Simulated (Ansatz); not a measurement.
GaP (CsCl type, Pm-3m), the program Ansatz at the r²SCAN level (PAW), all energies at zero smearing, with the estimated change up to a 700 eV cutoff added, with one set of potentials and settings (totals compare only within such a set). Cell of 2 atoms (1 Ga, 1 P): -4548.525 eV.

```
element            reference phase  E (eV/atom)
-------  -------------------------  -----------
Ga       Cmce, 4 atoms in the cell   -3790.2722
P        Cmce, 4 atoms in the cell    -759.1670
```

Formation energy per atom, worked out: (-4548.525 − 1×(-3790.2722) − 1×(-759.1670))/2 = 0.457 eV/atom (44 kJ per mol of atoms), at 0 K, without zero-point energy or fitted corrections.

The cell is a constructed one: a structure type filled with these elements; neither database checked (COD, Materials Project) lists it. It is not the phase usual at ambient conditions (space group No. 216). The r²SCAN relaxation kept the symmetry of its start. At this level the phase is mechanically unstable. The references are the lowest solids computed at this level, not always the standard phases. Scalar-relativistic: spin–orbit coupling is off unless named, which matters more the heavier the elements.

Potentials: the earlier of the program's two PAW sets.
